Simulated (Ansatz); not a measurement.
The end of the path is a generated cell of SiW: the first start was made by placing the elements on the sites of a structure type, and the end was not matched to a known phase here, so it may be hypothetical.

A geometry of SiW away from equilibrium: step 2 of the relaxation of a generated cell, SiW built in the AFLOW prototype AB_oP8_62_c_c (B29, as in SnS). Method: r2SCAN (plane waves to 500 eV, PAW, scalar-relativistic; Ansatz, a program for electronic structure). Γ-centred k-mesh 4×9×9 on the run's cell, Fermi–Dirac smearing 0.05 eV. The plane waves were selected for a different cell earlier on the path.

```yaml
crystal:
  lattice:
    - [9.50119, 0.00000, 0.00000]
    - [0.00000, 3.48576, 0.00000]
    - [0.00000, 0.00000, 3.70193]
  atoms:
    - { symbol: Si, position: [0.60765, 0.25000, 0.40615] }
    - { symbol: Si, position: [0.10765, 0.25000, 0.09385] }
    - { symbol: Si, position: [0.39235, 0.75000, 0.59385] }
    - { symbol: Si, position: [0.89235, 0.75000, 0.90615] }
    - { symbol: W, position: [0.36301, 0.25000, 0.04290] }
    - { symbol: W, position: [0.86301, 0.25000, 0.45710] }
    - { symbol: W, position: [0.63699, 0.75000, 0.95710] }
    - { symbol: W, position: [0.13699, 0.75000, 0.54290] }
```

Problem. What forces act on the atoms (eV/Å)?

Solution. 
| atom | Fx | Fy | Fz |
|---|---|---|---|
| Si1 | -1.96 | 0.00 | 1.88 |
| Si2 | -1.96 | 0.00 | -1.88 |
| Si3 | 1.96 | 0.00 | -1.88 |
| Si4 | 1.96 | 0.00 | 1.88 |
| W5 | 0.96 | 0.00 | 1.43 |
| W6 | 0.96 | 0.00 | -1.43 |
| W7 | -0.96 | 0.00 | -1.43 |
| W8 | -0.96 | 0.00 | 1.43 |

The path ends in Cmcm (No. 63). No spin polarisation in the result.

The run could not lose the symmetry of its start, so the end can be a saddle point.
